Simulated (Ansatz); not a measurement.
The start is a relaxed Si2W cell displaced along its unstable phonon at q = Γ (143i cm⁻¹), largest move 0.15 Å. The cell and all atomic positions are relaxed at zero pressure with r2SCAN (plane waves to 500 eV, PAW, scalar-relativistic; Ansatz, a first-principles code). The first steps use a coarse 9×9×13 k-mesh.

Initial structure:
```
CELL_PARAMETERS angstrom
      4.29689     0.00000     0.00000
     -2.14844     3.72122     0.00000
      0.00000     0.00000     2.57499
ATOMIC_POSITIONS crystal
  W  0.00000 0.00000 0.01780
  Si 0.33333 0.66667 0.44175
  Si 0.66667 0.33333 0.44175
```

Largest initial force: 0.43 eV/Å, on W1 (atoms numbered as listed)
Energy released: 0.04 eV/atom
Volume change: +3.9 %, from 13.72 to 14.26 Å³/atom
Relative to the parent: It does not go back: it reaches P6mm (No. 183), 0.07 eV/atom below the parent
Shortest distances (start → end): The closest pairs of elements (up to four, under 3.6 Å), start → end: Si–Si 2.48 → 2.51 Å; W–W 2.57 → 2.62 Å; Si–W 2.71 → 2.62 Å
Band gap at the end: zero (metallic)
Optimiser moves: 13

Final values are on a 12×12×18 k-mesh of the relaxed cell. No spin polarisation in the result.

The run could not lose the symmetry of its start, so the end can be a saddle point.

The relaxed structure here is a generated cell of Si2W: the first start was made by placing the elements on the sites of a structure type, and the end was not matched to a known phase here, so it may be hypothetical. Known forms of Si2W include space group No. 139.
